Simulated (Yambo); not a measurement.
Yambo run on Rb₂PtF₆ (space group P-3m1, No. 164). The wavefunctions come from this Quantum ESPRESSO step (PBEsol, PseudoDojo standard norm-conserving files, scalar-relativistic):

```
&CONTROL
  calculation = 'nscf'
  pseudo_dir = './pseudo'
  outdir = './out'
/
&SYSTEM
  ibrav = 0
  nat = 9
  ntyp = 3
  ecutwfc = 84.0
  ecutrho = 336.0
  occupations = 'fixed'
  force_symmorphic = .true.
  nbnd = 223
/
&ELECTRONS
  conv_thr = 9.000000000000001e-09
  diago_full_acc = .true.
  diago_thr_init = 1e-08
/
ATOMIC_SPECIES
F 18.9984 F.upf
Rb 85.4678 Rb.upf
Pt 195.0840 Pt.upf
CELL_PARAMETERS angstrom
  5.925020070000   0.000000000000   0.000000000000
 -2.962510035000   5.131217899000   0.000000000000
  0.000000000000   0.000000000000   4.765800000000
ATOMIC_POSITIONS crystal
F   0.839770000000   0.160230000000   0.777220000000
F   0.160230000000   0.839770000000   0.222780000000
F   0.839770000000   0.679540000000   0.777220000000
F   0.160230000000   0.320460000000   0.222780000000
F   0.320460000000   0.160230000000   0.777220000000
F   0.679540000000   0.839770000000   0.222780000000
Rb   0.333333333000   0.666666667000   0.710980000000
Rb   0.666666667000   0.333333333000   0.289020000000
Pt   0.000000000000   0.000000000000   0.000000000000
K_POINTS automatic
3 3 2 0 0 0
```

Yambo input:

```
rim_cut
gw0
dyson
el_el_corr
HF_and_locXC
ppa
em1d
RandQpts= 1000000
RandGvec= 1 Ry
EXXRLvcs= 84 Ry
VXCRLvcs= 336 Ry
Chimod= "HARTREE"
% BndsRnXp
 5 | 222 |
%
NGsBlkXp= 7 Ry
% LongDrXp
 1.0 | 1.0 | 1.0 |
%
PPAPntXp= 27.2114 eV
% GbndRnge
 1 | 222 |
%
GTermKind= "BG"
DysSolver= "n"
ExtendOut
% QPkrange
 1 | 1 | 39 | 40 |
 2 | 2 | 39 | 40 |
 4 | 4 | 39 | 40 |
 5 | 5 | 39 | 40 |
 6 | 6 | 39 | 40 |
%
```

k points by index: 1 = Γ, 2 = A, 4 = (0, 0.333, -0.5), 5 = K, 6 = H.

The o-*.qp file then holds:

```
#    K-point    Band    Eo [eV]    E [eV]    E-Eo [eV]    Vxc [eV]    Vnlxc [eV]    Sc|Eo [eV]    Sc|E [eV]    dSc/dw|Eo [eV]    Re(Z)    Im(Z)
#
    1    39    -0.151803    -1.844944    -1.693141    -22.54977    -29.00815    4.385229    4.765242    -6.107404    0.816698    0.394947E-4
    1    40    2.837902    5.101892    2.263990    -23.63361    -18.44799    -2.427263    -2.921630    -5.941960    0.820773    0.705318E-3
    2    39    -0.157469    -1.839451    -1.681983    -22.40564    -28.85330    4.386737    4.765681    -6.130989    0.816118    0.001276
    2    40    2.782011    5.025585    2.243574    -23.42042    -18.24267    -2.445568    -2.934173    -5.926064    0.821167    -0.119884E-3
    4    39    -0.037207    -1.713906    -1.676699    -22.79391    -29.31665    4.466414    4.846035    -6.160681    0.815394    -0.612911E-3
    4    40    2.606827    4.794253    2.187426    -22.90157    -17.77674    -2.478522    -2.937397    -5.708321    0.826599    -0.261788E-3
    5    39    -0.083329    -1.760643    -1.677315    -22.77008    -29.24825    4.422681    4.800855    -6.134887    0.816024    -0.738001E-3
    5    40    2.662600    4.873386    2.210786    -23.08007    -17.94507    -2.455310    -2.924215    -5.771525    0.825015    0.266065E-3
    6    39    0.000000    -1.672607    -1.672607    -22.89488    -29.43908    4.492059    4.871592    -6.174221    0.815062    -0.848979E-3
    6    40    2.660389    4.868670    2.208280    -23.08463    -17.95309    -2.455392    -2.923258    -5.765301    0.825170    0.397284E-3
```
(The two width columns are left out.) Convergence of these settings isn't established.

Spin-orbit coupling is not included.

Geometry of the Materials Project entry, not relaxed at this level.

The structure is a Materials Project entry; no match was found in the copy of COD used, and its stability was not checked.
